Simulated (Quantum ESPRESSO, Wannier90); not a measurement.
Wannierisation of MgO (rock salt)

```
MgO
1.0
    0.00000     2.09700     2.09700
    2.09700     0.00000     2.09700
    2.09700     2.09700     0.00000
Mg O
1 1
Direct
  0.00000   0.00000   0.00000
  0.50000   0.50000   0.50000
```

Structure: Materials Project mp-1265, symmetrised, not relaxed again. COD (Crystallography Open Database) has an entry of this formula and space group (matched by these alone). Computed values, not measurements, from LDA: Quantum ESPRESSO (norm-conserving PseudoDojo potentials, cutoff 68 Ry, no spin polarisation, no spin-orbit coupling) on a Γ-centred 6×6×6 mesh, then Wannier90. Density: 12×12×12 mesh, cold smearing 0.01 Ry.

Functional, cutoff and mesh named above are those of the base row (1); the first column says what each row takes instead. Model: 4 functions from bands 5-8, start SCDM (isolated) (the valence bands). Energies are relative to the valence-band maximum; the misfit is to pw.x on a path, for all bands of the set. The lattice is scaled uniformly, fractional positions fixed. Ω_total can sit in another minimum from row to row; Ω_I of an isolated set cannot.

| scale | Ω_I (Å²) | Ω_total (Å²) | rms misfit (meV) | gap (eV) | bottom of band 5 (eV) |
|---|---|---|---|---|---|
| 0.97 | 2.12 | 2.61 | 4.1 | 5.77 | -17.51 |
| 0.985 | 2.17 | 2.67 | 4.5 | 5.28 | -17.25 |
| 1 | 2.22 | 2.72 | 4.7 | 4.81 | -17.01 |
| 1.015 | 2.27 | 2.78 | 5.5 | 4.38 | -16.78 |
| 1.03 | 2.33 | 2.84 | 6.0 | 3.97 | -16.58 |
